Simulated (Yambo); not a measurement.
BeTe (zinc blende, space group F-43m, No. 216), G0W0@PBE in Yambo with this input:

```
rim_cut
gw0
dyson
el_el_corr
HF_and_locXC
ppa
em1d
RandQpts= 1000000
RandGvec= 1 Ry
EXXRLvcs= 88 Ry
VXCRLvcs= 352 Ry
Chimod= "HARTREE"
% BndsRnXp
 2 | 104 |
%
NGsBlkXp= 10 Ry
% LongDrXp
 1.0 | 1.0 | 1.0 |
%
PPAPntXp= 27.2114 eV
% GbndRnge
 1 | 104 |
%
GTermKind= "BG"
DysSolver= "n"
ExtendOut
```

On a 4×4×4 mesh, with wavefunctions cut at 88 Ry, the gap (Γ → X) is 3.401 eV and the valence edge shifts by -1.298 eV.

**Question.** What happens with this change: 1 Ry block?

**Answer.** The gap falls by 0.171 eV, to 3.230 eV; the shift of the valence edge becomes -0.703 eV. Neither run is shown to be the converged limit.

The standard potential for Te keeps a d shell in the valence without the s and p states of that shell. In tests on such compounds this moved G0W0 gaps by up to about 0.9 eV, so absolute quasiparticle energies here are unreliable; differences between settings are what counts.

Spin-orbit coupling is not included.

Geometry of the Materials Project entry, not relaxed at this level; primitive cell a = b = c = 4.0043 Å, α = β = γ = 60.00°.

A shift is the quasiparticle energy of the state minus its PBE energy.
